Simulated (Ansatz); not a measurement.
Relaxed Rh (fcc, Cu type):

```yaml
crystal:
  lattice:
    - [0.00000, 3.83006, 3.83006]
    - [1.91503, 1.91503, 3.83006]
    - [1.91503, 1.91503, 0.00000]
  atoms:
    - { symbol: Rh, position: [0.00000, 0.00000, 0.00000] }
    - { symbol: Rh, position: [0.50000, 0.00000, 0.00000] }
```

The atoms are displaced by Q × the pattern below (from a DFPT mode at X = (0.5, 0.5, 0.0), largest move 1; Q in Å), at fixed cell. (q is in reciprocal vectors of the primitive cell; the cell shown is doubled to hold the pattern.)

```tsv
atom	x	y	z
Rh1	0.000	0.000	-1.000
Rh2	0.000	0.000	1.000
```

All values below come from PBE (plane waves to 420 eV, PAW, scalar-relativistic; Ansatz, a program for electronic structure). k mesh 21×21×21 (Γ-centred), Fermi-Dirac smearing 0.05 eV. The energy includes the smearing's −TS. With partly filled bands, energies and forces of such displacements shift with the k mesh and the smearing. Rh is run without spin polarisation. Rh was relaxed with its symmetry unable to fall. The zero of ΔE is the undisplaced structure. The last digit holds for this mesh only.

```csv
Q (Å),ΔE (meV/cell)
-0.1000,193.4
-0.0833,withheld
-0.0667,84.7
-0.0500,47.3
-0.0333,20.9
-0.0167,5.2
0.0000,0.0
0.0167,5.2
0.0333,20.9
0.0500,47.3
0.0667,84.7
0.0833,withheld
0.1000,193.4
```

Q: Fit an even polynomial form (powers 2, 4) to the given rows and predict ΔE at Q = -0.0833.

A: Least squares on the 11 given rows: ΔE = (18790)·Q² + (55130)·Q⁴, in meV/cell with Q in Å; root-mean-square residual 0.02 meV/cell. At -0.0833 the fit gives 133.0 meV/cell; the calculation gives 133.3 meV/cell, so the interpolation is off by -0.3 (-0.2 %). The quadratic term alone would give 130.4 meV/cell.

(A displaced cell: forces are minus the slopes of the energy, force constants its curvatures, and phonons follow from these.)
